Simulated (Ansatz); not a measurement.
**NaCl: the gap against volume**

NaCl, Fm-3m, a = 5.602 Å. Ansatz: PBEsol, PAW, 420 eV, Γ-centred 8×8×8 mesh on 2 atoms, Gaussian smearing 0.02 eV; no spin polarisation. Symmetry fixes shape and atoms, so the cell is only scaled; x = ln(V/V0) with V0 = 21.974 Å³/atom. The gap is read at the mesh points alone.

| x | gap y (eV) |
| --- | --- |
| -0.1278 | 5.542 |
| -0.0943 | 5.392 |
| -0.0619 | 5.255 |
| -0.0305 | 5.128 |
| 0.0000 | 5.011 |
| 0.0296 | 4.902 |
| 0.0583 | 4.801 |
| 0.0953 | ? |

Fit a straight line to the other rows, give the volume deformation potential of the gap and its pressure coefficient, and predict the missing gap. B0 = 25.8 GPa.

Means x = -0.03237, y = 5.1473; Σ(Δx)² = 0.02693, ΣΔxΔy = -0.1070; the slope is their ratio. y = 5.0186 − 3.9756 x. The slope is the deformation potential a = dE_g/d ln V = -3.98 eV, and dE_g/dP = −a/B0 = 154 meV/GPa. With a term in x² added, the coefficient of x becomes -3.764, 5 % less, which shows how far this figure hangs on the form. At x = 0.0953 the fit asked for gives 4.640 eV. The run gave 4.678 eV, so the fit is 0.038 eV too low, 4.4 % of the span of the series, against an rms of 0.010 eV on the fitted rows. The row lies outside the fitted range. With a term in x² added, a fit to the same known rows predicts 4.680 eV, so most of the miss is curvature that the known rows already hold.

Semilocal functionals give gaps under the measured ones; changes of the gap mostly carry over better.